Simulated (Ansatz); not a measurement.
V₃Ge:
```cif
data_Ge2V6
_chemical_formula_sum 'V6 Ge2'
_space_group_name_H-M_alt 'P 1'
_space_group_IT_number 1
_cell_length_a 4.70492
_cell_length_b 4.70492
_cell_length_c 4.70492
_cell_angle_alpha 90.000
_cell_angle_beta 90.000
_cell_angle_gamma 90.000
loop_
_space_group_symop_operation_xyz
  'x, y, z'
loop_
_atom_site_label
_atom_site_type_symbol
_atom_site_fract_x
_atom_site_fract_y
_atom_site_fract_z
_atom_site_occupancy
V1 V 0.50000 0.25000 0.00000 1
V2 V 0.50000 0.75000 0.00000 1
V3 V 0.25000 0.00000 0.50000 1
V4 V 0.75000 0.00000 0.50000 1
V5 V 0.00000 0.50000 0.25000 1
V6 V 0.00000 0.50000 0.75000 1
Ge1 Ge 0.50000 0.50000 0.50000 1
Ge2 Ge 0.00000 0.00000 0.00000 1
```

This is the PBEsol-relaxed structure.

### Question
All from plane-wave PAW PBEsol (Ansatz code), unless another level is named. Estimate the density of states at the Fermi level.

### Answer
2.0 states/eV per atom (mean over ±0.08 eV).

### Question
And the formation energy from the elements (no fitted shifts)?

### Answer
-0.38 eV/atom.

### Question
Next, the gap with spin–orbit coupling?

### Answer
none (metallic).

Space group Pm-3n (A15 (Cr3Si type)). The workflow started from a Materials Project entry (that database holds measured and hypothetical structures alike); the Crystallography Open Database files this formula in space group No. 223, but the cells were not matched. Its standing as an ambient phase is unchecked. The PBEsol relaxation kept the symmetry of its start; its stability against distortions is not shown here. The workflow began spin-polarised and lost its moments. The references are the lowest solids computed at this level, not always the standard phases. Spin–orbit coupling is left out wherever it is not named.

Potentials: the later of the program's two PAW sets.
